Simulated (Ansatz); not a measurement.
The calculation used DFT PBE, scalar-relativistic, plane waves, PAW in Ansatz 0.2.0. All cells share a 420 eV cutoff and Γ-centred k meshes spaced at most about 0.3 Å⁻¹ (about 0.25 or finer for metals, 2π included). No spin polarisation in the final relaxations.

Temperature and zero-point effects are left out.

Two relaxed structures of ScAl2Sb2As:

A.

```
Sc Al Sb As
1.0
     5.33193    0.00000    0.00000
    -2.66596    4.61759    0.00000
     0.00000    0.00000    5.68097
Sc Al Sb As
1 2 2 1
Direct
  0.00000 0.00000 0.00000
  0.33333 0.66667 0.00000
  0.66667 0.33333 0.00000
  0.33333 0.66667 0.50000
  0.66667 0.33333 0.50000
  0.00000 0.00000 0.50000
```

B.

```
Sc Al Sb As
1.0
     5.14525    0.00000    0.00000
    -2.57263    4.45592    0.00000
     0.00000    0.00000    5.62637
Sc Al Sb As
1 2 2 1
Direct
  0.00000 0.00000 0.50000
  0.66667 0.33333 0.77962
  0.33333 0.66667 0.22038
  0.66667 0.33333 0.27123
  0.33333 0.66667 0.72877
  0.00000 0.00000 0.00000
```

**Question.** Which is lower in energy, and by how much?

**Answer.** B is lower, by 151 meV/atom. A has space group P6/mmm (No. 191), 23.3 Å³/atom and no gap on its mesh; B has space group P-3m1 (No. 164), 21.5 Å³/atom and no gap. Counting As or Sb atoms around Al and Sc (for each partner element, those within 1.25 times its shortest distance or 1.15 times the sum of covalent radii, where it is the nearest in units of that sum or under 1.3), A has Sc 2, Al 2 and B has Sc 8, Al 5. The denser one is the lower, and pressure would at first widen the difference. In A, Sc has 2 As at 2.84 Å and 6 Al at 3.08 Å; Al has 2 Sb at 2.84 Å, 3 Al at 3.08 Å and 3 Sc at 3.08 Å; Sb is surrounded by 2 Al at 2.84 Å, 3 As at 3.08 Å and 3 Sb at 3.08 Å; As is surrounded by 2 Sc at 2.84 Å and 6 Sb at 3.08 Å. In B, around Sc lie 2 As at 2.81 Å, 6 Sb at 3.24 Å and 6 Al at 3.36 Å; Al has 5 Sb at 2.77–2.98 Å, 3 As at 3.22 Å and 3 Sc at 3.36 Å; around Sb lie 5 Al at 2.77–2.98 Å, 3 Sc at 3.24 Å and 3 As at 3.34 Å; As is surrounded by 2 Sc at 2.81 Å, 6 Al at 3.22 Å and 6 Sb at 3.34 Å. Both come from invented guesses.

These runs have no spin–orbit coupling, which can matter for Sb. Cells relaxed within their symmetry can be saddle points.
